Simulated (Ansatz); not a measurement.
Lu (hcp (Mg type)), relaxed with LDA (Ansatz, an electronic-structure program, plane waves, PAW): a = 3.382 Å, b = 3.382 Å, c = 5.239 Å, α = 90.00°, β = 90.00°, γ = 120.00°.

Q: The same phase is relaxed and computed with PBE in the same code. What is the cell now?

A: a = 3.507 Å, b = 3.507 Å, c = 5.459 Å, α = 90.00°, β = 90.00°, γ = 120.00°.

All cells were relaxed under the symmetry of their starts (and spin orders); stability against distortions was not tested throughout. Spin–orbit coupling is left out wherever it is not named.

Potentials: the earlier of the program's two PAW sets. The files were generated under PBE; for other functionals the program regenerates the frozen cores, and for LDA and PBEsol the local potential too.

Ansatz is a plane-wave DFT program.
